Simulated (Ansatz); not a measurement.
Q: BeS (rock salt, Fm-3m) is relaxed with the program Ansatz at the PBE level (PAW). What lattice parameters of the conventional cell result?

A: a = 4.629 Å.

Q: Is it a metal or does it have a gap at this level?

A: A gap of 0.97 eV, indirect.

The start of the workflow was typed in or built on a structure type; neither database checked (COD, Materials Project) lists it. COD files the formula under space group No. 216, so this cell is another polymorph or a model. Its standing as an ambient phase is unchecked. The cell was relaxed with PBE under the symmetry of its start; whether a distortion lowers the energy is not shown.

Potentials: the earlier of the program's two PAW sets.
